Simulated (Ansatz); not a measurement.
A relaxation computed with Ansatz, from input to last step.

```yaml
crystal:
  lattice:
    - [1.3325500602, 0.769348136, 4.1618850675]
    - [-1.3325500602, 0.769348136, 4.1618850675]
    - [0.0, -1.538696272, 4.1618850675]
  atoms:
    - { symbol: Cu, position: [0.0, 0.0, 0.0] }
    - { symbol: Pt, position: [0.5, 0.5, 0.5] }
basis:
  ecutwfc: 500
kpoints:
  mp_grid: { grid: [18, 18, 18] }
hamiltonian:
  xc: r2scan
scf:
  occupations: { method: gaussian, width: 0.1 }
output:
  forces: true
  stress: true
  eigenvalues: true
relax:
  adjacent_minimum: "off"
  f_tol: 0.01
  max_steps: 30
  cell: { stress_tol: 0.1, fix: [volume] }
```

```bash
ansatz run input.yaml --threads 1 --pin off --max-ram 2560MiB --backend cpu --events-out ev --progress --plain --runs-dir out
```

All numbers below come from Ansatz 0.2.0, DFT r2SCAN, scalar-relativistic, plane waves, PAW.

The volume is held at 0.94 times that of the relaxed cell.

Of 4 frames 3 are shown, positions in Å and forces in eV/Å; the SCF threshold varies from step to step. Steps run on the plane waves of an earlier cell, with a Pulay correction in the pressure. The basis is chosen afresh for the last frame, the zero of the energies, and at times for earlier ones too; energy and pressure step there, also at an unchanged geometry.

```xyz
2
Lattice="1.3325 0.7693 4.1619 -1.3325 0.7693 4.1619 0.0000 -1.5387 4.1619" Properties=species:S:1:pos:R:3:forces:R:3 pbc="T T T" step=1 free_energy_over_end_meV_per_atom=0.04 pressure_GPa=15.81
Cu    0.0000    0.0000    0.0000    0.0000    0.0000    0.0000
Pt    0.0000    0.0000    6.2428    0.0000    0.0000    0.0000
2
Lattice="1.3333 0.7698 4.1573 -1.3333 0.7698 4.1573 0.0000 -1.5395 4.1573" Properties=species:S:1:pos:R:3:forces:R:3 pbc="T T T" step=2 free_energy_over_end_meV_per_atom=0.00 pressure_GPa=15.79
Cu    0.0000    0.0000    0.0000    0.0000    0.0000    0.0000
Pt    0.0000    0.0000    6.2360    0.0000    0.0000    0.0000
2
Lattice="1.3336 0.7699 4.1555 -1.3336 0.7699 4.1555 0.0000 -1.5399 4.1555" Properties=species:S:1:pos:R:3:forces:R:3 pbc="T T T" step=4 free_energy_over_end_meV_per_atom=0.00 pressure_GPa=15.79
Cu    0.0000    0.0000    0.0000    0.0000    0.0000    0.0000
Pt    0.0000    0.0000    6.2332    0.0000    0.0000    0.0000
```

The run took 78 s on 1 thread of Intel(R) Xeon(R) 6975P-C (Granite Rapids), on a shared host, peak memory 0.77 GiB.

Spin–orbit coupling is left out, which can shift energies with elements as heavy as these.